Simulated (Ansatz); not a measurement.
Computed with DFT PBE, scalar-relativistic, plane waves, PAW in Ansatz 0.2.0. Settings: cutoff 420 eV, Γ-centred meshes spaced at most about 0.3 Å⁻¹, and about 0.25 Å⁻¹ or finer for metals (2π included), Gaussian smearing. No spin polarisation in the final relaxations.

All energies are static (0 K, no zero-point motion).

Two relaxed structures of CaAl4O:

A.

Space group F-43m (No. 216). a = 7.719 Å, b = 7.719 Å, c = 7.719 Å, α = 90.00°, β = 90.00°, γ = 90.00°
```json
{"atom": "Ca", "site": "4a", "symmetry": "-43m", "x": "0.0000", "y": "0.0000", "z": "0.0000"}
{"atom": "Al", "site": "16e", "symmetry": ".3m", "x": "0.3743", "y": "0.1257", "z": "0.8743"}
{"atom": "O", "site": "4c", "symmetry": "-43m", "x": "0.2500", "y": "0.2500", "z": "0.2500"}
```

B.

Space group Cmmm (No. 65). a = 5.558 Å, b = 8.266 Å, c = 4.664 Å, α = 90.00°, β = 90.00°, γ = 90.00°
```tsv
atom	site	symmetry	x	y	z
Ca	2a	mmm	0.0000	0.0000	0.0000
Al	4i	m2m	0.5000	0.8449	0.0000
Al	4f	..2/m	0.2500	0.7500	0.5000
O	2c	mmm	0.5000	0.0000	0.5000
```

Question: Which would you expect to be lower, and how large is the difference?

Answer: B is lower, by 0.30 eV/atom. A has space group F-43m (No. 216), 19.2 Å³/atom and no gap on its mesh; B has space group Cmmm (No. 65), 17.9 Å³/atom and no gap. The shortest distance is 2.71 Å (Al–Al) in A and 2.49 Å (Al–O) in B. The denser one is the lower, and pressure would at first widen the difference. In A, Ca is surrounded by 12 Al at 3.20 Å and 4 O at 3.34 Å; Al has 6 Al at 2.71–2.74 Å, 3 Ca at 3.20 Å and 3 O at 3.20 Å; O is surrounded by 12 Al at 3.20 Å and 4 Ca at 3.34 Å. In B, around Ca lie 2 Al at 2.85 Å and 4 Al at 3.06 Å; Al on a site of symmetry m2m has 1 Al at 2.56 Å, 2 O at 2.66 Å, 4 Al at 2.83 Å, 1 Ca at 2.85 Å, 2 Ca at 3.06 Å and 2 Al at 3.19 Å; O has 4 Al at 2.49 Å and 4 Al at 2.66 Å; 1 more site not described. Both come from invented guesses. A third cell relaxed alike, in Pm, lies 0.61 eV/atom below the lower of the two.

A magnetic state wasn't ruled out in cells without spin, among them F-43m. Cells relaxed within their symmetry can be saddle points.
